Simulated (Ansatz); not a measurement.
Computed with Ansatz, DFT PBE, scalar-relativistic, plane waves, PAW. Settings: cutoff 420 eV, Γ-centred meshes spaced at most about 0.3 Å⁻¹, and about 0.25 Å⁻¹ or finer for metals (2π included), Gaussian smearing. Collinear spin in cells that started with moments and kept them past the coarse steps, no spin elsewhere.

Temperature and zero-point effects are left out.

Compare these two cells of Be₂SO₃, each relaxed at this level.

A. (no spin)

```xyz
6
Lattice="2.6351 0.0000 0.0000 -1.3176 2.2821 0.0000 0.0000 0.0000 7.6734" Properties=species:S:1:pos:R:3 pbc="T T T"
Be    0.0000    1.5214    1.0870
Be    1.3176    0.7607    6.5864
S     0.0000    0.0000    3.8367
O     0.0000    1.5214    5.6642
O     1.3176    0.7607    2.0092
O     0.0000    0.0000    0.0000
```

B. (site moments O 0.4 μB)

```xyz
6
Lattice="2.4646 0.0000 0.0000 0.0000 2.4646 0.0000 0.0000 0.0000 8.9266" Properties=species:S:1:pos:R:3 pbc="T T T"
Be    0.0000    0.0000    2.5447
Be    0.0000    0.0000    6.3819
S     0.0000    0.0000    0.0000
O     1.2323    1.2323    2.6087
O     1.2323    1.2323    4.4633
O     1.2323    1.2323    6.3180
```

Question: Which form is favoured at zero pressure, and by what margin per atom?

Answer: A is lower, by 164 meV/atom. A has space group P-3m1 (No. 164), 7.7 Å³/atom and no gap on its mesh; B has space group P4/mmm (No. 123), 9.0 Å³/atom and no gap. Counting O or S atoms around Be (for each partner element, those within 1.25 times its shortest distance or 1.15 times the sum of covalent radii, where it is the nearest in units of that sum or under 1.3; a plus sign parts groups by distance over the sum of covalent radii), A has Be 6 and B has Be 4+1. Their magnetic states differ too. In A, Be is surrounded by 6 O at 1.78–1.87 Å; S has 6 O at 2.38 Å and 6 S at 2.64 Å; O on a site of symmetry 3m is surrounded by 3 Be at 1.78 Å and 3 S at 2.38 Å; 1 more site not described. In B, Be has 4 O at 1.74 Å, 4 Be at 2.46 Å and 1 S at 2.54 Å; S is surrounded by 4 S at 2.46 Å and 2 Be at 2.54 Å; O on a site of symmetry 4mm is surrounded by 4 Be at 1.74 Å and 1 O at 1.85 Å; 1 more site not described. Both come from invented guesses. A third cell relaxed alike, in P6/mmm, lies 118 meV/atom below the lower of the two.

No dispersion correction is applied, so the spacing and binding between layers, chains or molecules are poorly described (P-3m1), and this can change margins and order among such cells. A magnetic state wasn't ruled out in cells without spin, among them P-3m1. Another magnetic order may lie lower. Cells relaxed within their symmetry can be saddle points.
